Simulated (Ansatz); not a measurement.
The end of the path is a generated cell of Cu2AgPS4: the first start was made by placing the elements on the sites of a structure type, and the end was not matched to a known phase here, so it may be hypothetical.

A geometry of Cu2AgPS4 away from equilibrium: step 2 of the relaxation of a generated cell, Cu2AgPS4 built in the AFLOW prototype A2BC4D_tI16_121_d_a_i_b (H2_6, as in FeCu2SnS4). Calculation: PBE (plane waves to 420 eV, PAW, scalar-relativistic; Ansatz, an electronic-structure program). Γ-centred k-mesh 6×6×6 on the run's cell (coarser than for final values), Fermi–Dirac smearing 0.05 eV.

```xyz
8
Lattice="-2.6890 2.6890 5.2888 2.6890 -2.6890 5.2888 2.6890 2.6890 -5.2888" Properties=species:S:1:pos:R:3:forces:R:3 pbc="T T T" free_energy=-25206.064 pressure_GPa=-0.7
Cu     2.6890     0.0000     2.6444    0.0000    0.0000    0.0000
Cu     0.0000     2.6890     2.6444    0.0000    0.0000    0.0000
Ag     0.0000     0.0000     0.0000    0.0000    0.0000    0.0000
S      1.2828    -1.2828     6.6823   -1.0325    1.0325   -0.4872
S      1.4063     1.4063    -1.3935    1.0325    1.0325    0.4872
S      1.2828     1.2828     3.8952   -1.0325   -1.0325    0.4872
S     -1.2828     1.2828     6.6823    1.0325   -1.0325   -0.4872
P      0.0000     0.0000     5.2888    0.0000    0.0000    0.0000
```

Positions in Å, forces in eV/Å, free energy of the cell in eV (comparable only within this code, potentials and settings). Largest force: 1.54 eV/Å, on S4, S5, S6, S7 (atoms numbered as listed); the geometry lies 0.09 eV/atom above the end of its relaxation.

No spin polarisation in the result.

The run could not lose the symmetry of its start: the end is stationary, and may be a saddle point rather than a minimum.
